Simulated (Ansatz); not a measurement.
C (graphite type, space group P6_3/mmc)

```xyz
4
Lattice="2.4552 0.0000 0.0000 -1.2276 2.1263 0.0000 0.0000 0.0000 6.6705" Properties=species:S:1:pos:R:3 pbc="T T T"
C      0.0000     0.0000     1.6676
C      0.0000     0.0000     5.0029
C      0.0000     1.4175     1.6676
C      1.2276     0.7088     5.0029
```

The slice is a (0001) plane (indices of the conventional cell) through the point (0.000, 0.000, 0.750) (fractional), spanned by u = [110] and v = [1 -1 0] in vectors of this cell: u (2.46 Å) and v (4.25 Å, at 90° to u). It covers one period; positions are fractions (u, v).

Calculation: r2SCAN+rVV10 (plane waves to 500 eV, PAW, scalar-relativistic; Ansatz, a quantum-chemistry and plane-wave program). k mesh 15×15×5. These are valence fields of a PAW run, semicore shells included where kept as valence: close to a nucleus they are smooth pseudo fields. C was relaxed with its symmetry unable to fall. The PAW data are Ansatz's earlier set.

Question: The ELF has a maximum in the middle third of the C–C line. Where, and how high?

Answer: 0.94, 0.7 Å from C.

Question: What is the valence density on the shortest C–C line in this plane (1.42 Å), at its midpoint?

Answer: 2.08 e/Å³.

Question: Predict the map of the electron localisation function (ELF) on the slice.

Answer: 
```
v \ u  0.00  0.11  0.21  0.32  0.42  0.53  0.63  0.74  0.84  0.95
-----  ----  ----  ----  ----  ----  ----  ----  ----  ----  ----
0.88   0.90  0.84  0.64  0.29  0.08  0.05  0.16  0.47  0.76  0.89
0.75   0.56  0.58  0.56  0.41  0.20  0.15  0.30  0.51  0.58  0.57
0.62      x  0.43  0.89  0.90  0.69  0.55  0.83  0.92  0.76     x
0.50   0.52  0.70  0.83  0.66     x     x  0.36  0.80  0.79  0.58
0.38   0.05  0.11  0.38  0.71  0.87  0.90  0.81  0.56  0.22  0.06
0.25   0.14  0.24  0.46  0.58  0.58  0.57  0.58  0.54  0.35  0.17
0.12   0.53  0.77  0.92  0.85     x     x  0.62  0.91  0.88  0.61
0.00      x     x  0.75  0.82  0.63  0.54  0.75  0.83  0.53     x
```

Values: electron localisation function (ELF). Points within 0.3 Å of a nucleus are blanked (x), as the pseudised field means little there.
